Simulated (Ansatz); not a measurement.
An Ansatz (an electronic-structure program) input:

Ansatz 0.2 input:
```yaml
crystal:
  lattice:
    - [0.0, 3.3492900037, 3.3492900037]
    - [3.3492900037, 0.0, 3.3492900037]
    - [3.3492900037, 3.3492900037, 0.0]
  atoms:
    - { symbol: Cd, position: [0.0, 0.0, 0.0] }
    - { symbol: Cd, position: [0.25, 0.25, 0.25] }
kpoints:
  mp_grid: { grid: [8, 8, 8] }
  band_path:
    path:
      - [[0.0, 0.0, 0.0], [0.5, 0.0, 0.5], [0.625, 0.25, 0.625]]  # Γ-X-U
      - [[0.375, 0.375, 0.75], [0.0, 0.0, 0.0], [0.5, 0.5, 0.5], [0.5, 0.25, 0.75], [0.5, 0.0, 0.5]]  # K-Γ-L-W-X
    npoints: 12
basis: { xc_grid: 2 }
hamiltonian:
  xc: pbe
  pseudopotentials: { kind: paw }
magnetization: { noncollinear: true, spin_orbit: true }
scf:
  n_extra_bands: 12
  convergence: { dr2_threshold: 0.0000000001 }
  occupations: { method: gaussian, width: 0.05 }
output: { eigenvalues: true }
```

Task: How many symmetry operations and irreducible k-points will the run report?

Result: 48 operations, 29 of 512 k-points.

Task: With a cutoff of 420 eV, how many plane waves at Γ?

Result: 1459.

It took roughly 40 core-seconds on shared server cores.

Space group Fd-3m (diamond). The start of the workflow was typed in or built on a structure type; neither database checked (COD, Materials Project) lists it. It is not the phase usual at ambient conditions (space group No. 194). The PBE relaxation kept the symmetry of its start; whether a distortion lowers the energy is not shown.

Potentials: the later of the program's two PAW sets.

Ansatz is a plane-wave DFT program.
